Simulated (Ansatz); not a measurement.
Relaxed candidate structures of P$_{2}$W:

A. Pmm2 (No. 25), oP9; a = 5.1326 Å, b = 8.0441 Å, c = 3.8106 Å, α = 90.00°, β = 90.00°, γ = 90.00°; P 1a (0.000, 0.000, 0.240); P 4i (0.288, 0.261, 0.235); P 1d (0.500, 0.500, 0.607); W 2g (0.000, 0.176, 0.736); W 1b (0.000, 0.500, 0.329)

B. P6/mmm (No. 191), hP3; a = b = 4.4736 Å, c = 2.5837 Å, α = β = 90.00°, γ = 120.00°; P 2d (0.333, 0.667, 0.500); W 1b (0.000, 0.000, 0.500)

C. C222₁ (No. 20), oS24; a = 5.7757 Å, b = 7.0541 Å, c = 10.6886 Å, α = β = γ = 90.00°; P 4b (0.000, 0.186, 0.750); P 4a (0.492, 0.000, 0.000); P 8c (0.046, 0.116, 0.355); W 8c (0.145, 0.807, 0.052)

D. P4₂/mnm (No. 136), tP6; a = 6.0655 Å, b = 6.0655 Å, c = 3.0877 Å, α = 90.00°, β = 90.00°, γ = 90.00°; W 2a (0.000, 0.000, 0.000); P 4g (0.212, 0.212, 0.500)

**Question.** Put the candidates in order of energy per atom, lowest first, for PBE (plane waves to 420 eV, PAW, scalar-relativistic; Ansatz, a first-principles code).

**Answer.** D (reference), C (+0.11 eV/atom), B (+0.33 eV/atom), A (+0.40 eV/atom)

The lowest structure calculated, P-3, hP9, AFLOW prototype A2B_hP9_147_g_ad (B_b, as in ZnAg2), is not among these; it lies 0.02 eV/atom below the lowest of them. Probably no minimum, since a slightly shaken restart fell lower: Pmm2, oP9 (by 0.21 eV/atom, to Pmm2); P6/mmm, hP3 (by 0.29 eV/atom, to Immm). Each run could gain symmetry but not lose that of its start, so entries can be saddle points. All of these are generated cells (placed on structure types, drawn at random, substituted or restacked) that were not matched to a known phase here. The real structure of this composition may not be among these. Energies are at zero temperature and pressure, without zero-point motion. Each cell has its own k-point mesh; energy differences are given only to the digits this allows. No spin polarisation in the result.
